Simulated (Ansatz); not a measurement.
# CsH: a sublattice moved along a line

These are results of DFT LDA, scalar-relativistic, plane waves, PAW in Ansatz, not measurements. Cutoff 420 eV, Γ-centred 8×8×8 k-points, Gaussian smearing of 0.05 eV. No spin polarisation. Energies are free energies at this smearing, counted from the undisturbed cell; pressure is positive in compression.

Zero of the scan (as given, not relaxed at this level; it stands at -1.9 GPa; this CsCl-type form isn't the usual structure):

```
CELL_PARAMETERS angstrom
3.81841 0.00000 0.00000
0.00000 3.81841 0.00000
0.00000 0.00000 3.81841
ATOMIC_POSITIONS crystal
Cs 0.00000 0.00000 0.00000
H 0.50000 0.50000 0.50000
```

Every H atom is moved by x along the Cartesian unit vector (0.000, 0.000, 1.000); the cell and all other atoms stay fixed.

```
  x (Å)  ΔE (meV/cell)
-0.5000           39.9
-0.2500            9.3
 0.0000            0.0
 0.0625            0.6
 0.1250            2.3
 0.1875            5.2
 0.3125           14.8
 0.3750           21.6
 0.4375           30.0
```

Task: Predict the force along x on the moved atoms (eV/Å) at each point.

Result:
```
  x (Å) force along x on the moved atoms (eV/Å)
-0.5000                                     0.17
-0.2500                                     0.08
 0.0000                                     0.00
 0.0625                                    -0.02
 0.1250                                    -0.04
 0.1875                                    -0.06
 0.3125                                    -0.10
 0.3750                                    -0.12
 0.4375                                    -0.15
```